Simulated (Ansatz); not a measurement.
Ag (space group P6_3/mmc)

```xyz
4
Lattice="2.8582 0.0000 0.0000 -1.4291 2.4753 0.0000 0.0000 0.0000 9.4214" Properties=species:S:1:pos:R:3 pbc="T T T"
Ag     0.0000     0.0000     0.0000
Ag     0.0000     0.0000     4.7107
Ag     0.0000     1.6502     2.3553
Ag     1.4291     0.8251     7.0660
```

Grid over V/V₀ and (c/a)/(c/a)₀, subscript 0 meaning the relaxed cell; the conventional c axis lies along z; no internal relaxation.

Computed with PBEsol (plane waves to 420 eV, PAW, scalar-relativistic; Ansatz, a quantum-chemistry and plane-wave program). k mesh 19×19×5 (Γ-centred), Fermi-Dirac smearing 0.05 eV. E stands for the smeared free energy. With partly filled bands, the response to shear is sensitive to the k mesh, so small differences along c/a are uncertain. Ag was relaxed with its symmetry unable to fall. This is one of several known forms of Ag; the measured ambient cells at hand have space group No. 225. The zero of ΔE is the relaxed starting cell.

```tsv
ΔE (kJ/mol of atoms)	V/V₀ = 0.920	V/V₀ = 0.960	V/V₀ = 1.000	V/V₀ = 1.040	V/V₀ = 1.080
(c/a)/(c/a)₀ = 0.960	(withheld)	(withheld)	0.5	1.3	3.6
(c/a)/(c/a)₀ = 0.980	4.8	1.2	0.1	1.0	3.3
(c/a)/(c/a)₀ = 1.000	4.6	1.0	0.0	0.9	3.2
(c/a)/(c/a)₀ = 1.020	4.8	1.2	0.1	1.0	3.3
(c/a)/(c/a)₀ = 1.040	(withheld)	(withheld)	0.6	1.4	3.6
```

Q: Some entries are withheld; supply them.

A: 
- (c/a)/(c/a)₀ = 0.960, V/V₀ = 0.920: 5.3
- (c/a)/(c/a)₀ = 0.960, V/V₀ = 0.960: 1.6
- (c/a)/(c/a)₀ = 1.040, V/V₀ = 0.920: 5.4
- (c/a)/(c/a)₀ = 1.040, V/V₀ = 0.960: 1.8

(Under strain, the slope of the energy per volume gives the stress and its curvature an elastic modulus.)
